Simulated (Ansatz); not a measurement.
A plane-wave DFT run in Ansatz 0.2.0 (scalar-relativistic PAW potentials unless the input names others): input and command.

```yaml
crystal:
  lattice:
    - [-2.3091160394, 2.3091160394, 4.2260234635]
    - [2.3091160394, -2.3091160394, 4.2260234635]
    - [2.3091160394, 2.3091160394, -4.2260234635]
  atoms:
    - { symbol: Cu, position: [0.0, 0.0, 0.0] }
    - { symbol: Sn, position: [0.75, 0.25, 0.5] }
    - { symbol: Sn, position: [0.25, 0.75, 0.5] }
    - { symbol: Sn, position: [0.5, 0.5, 0.0] }
basis:
  ecutwfc: 420
kpoints:
  mp_grid: { grid: [14, 14, 14] }
hamiltonian:
  xc: pbesol
scf:
  Occupations: { method: gaussian, width: 0.15 }
  max_iter: 60
output:
  forces: true
  eigenvalues: true
  stress: true
```

```bash
ansatz run input.yaml --threads 1 --pin off --max-ram 2560MiB --backend cpu --events-out ev --progress --plain --runs-dir out
```

Problem. What is wrong with this input?

Solution. The program refuses it, because of a misspelt key (the key scf.occupations typed as Occupations). With the key spelt rightly it is accepted.

Abridged log:
```
Error: YAML parse error: error: line 18 column 3: unknown field `Occupations`, expected one of max_iter, algorithm, n_extra_bands, self_checks, convergence, lower_state_search, omitted_lower_state_checks, lower_solution_reach, mixing, occupations, eigensolver, initial_density, exx
  --> <input>:18:3
   |
16 |   xc: pbesol
17 | scf:
18 |   Occupations: { method: gaussian, width: 0.15 }
   |   ^ unknown field `Occupations`, expected one of max_iter, algorithm, n_extra_bands, self_checks, convergence, lower_state_search, omitted_lower_state_checks, lower_solution_reach, mixing, occupations, eigensolver, initial_density, exx
19 |   max_iter: 60
20 | output:
   |
```